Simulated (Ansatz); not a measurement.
CuI:
```
CuI
1.0
    4.13091     0.00000     0.00000
   -2.06546     3.57748     0.00000
    0.00000     0.00000     6.81136
Cu I
2 2
Cartesian
  2.06546   1.19249   5.95046
  0.00000   2.38498   2.54478
  2.06546   1.19249   3.41516
  0.00000   2.38498   0.00948
```

Relaxed with LDA.

Task: Give the optical modes at the zone centre with their infrared and Raman activity from DFPT, LDA (plane waves, PAW; program Ansatz).

Result: Transverse frequencies, without the LO–TO term; a row sums one degenerate level.

| ω (cm⁻¹) | degeneracy | IR ((D/Å)²/amu) | Raman (Å⁴/amu) | activity | symmetry |
|---|---|---|---|---|---|
| 38 | 2 | 0.00 | 0.096 | Raman | E2 |
| 122 | 1 | 0.00 | 0 | silent | B1 |
| 158 | 2 | 0.00 | 43 | Raman | E2 |
| 158 | 2 | 1.68 | 24 | IR+Raman | E1 |
| 159 | 1 | 0.96 | 34 | IR+Raman | A1 |
| 164 | 1 | 0.00 | 0 | silent | B1 |

Task: How high does the top mode go among those that the LO–TO term moves?

Result: 166 cm⁻¹ for q along x, 166 cm⁻¹ for q along y, 168 cm⁻¹ for q along z.

Space group P6_3mc (wurtzite). The first step of the workflow began from a Materials Project structure, measured or hypothetical; the Crystallography Open Database files this formula in space group No. 186, but the cells were not matched. It is not the phase usual at ambient conditions (space group No. 216). Symmetry was held in the LDA relaxation; phonons on a q-mesh show no instability. No spin polarisation was allowed. Spin–orbit coupling is left out wherever it is not named.

Potentials: the later of the program's two PAW sets.
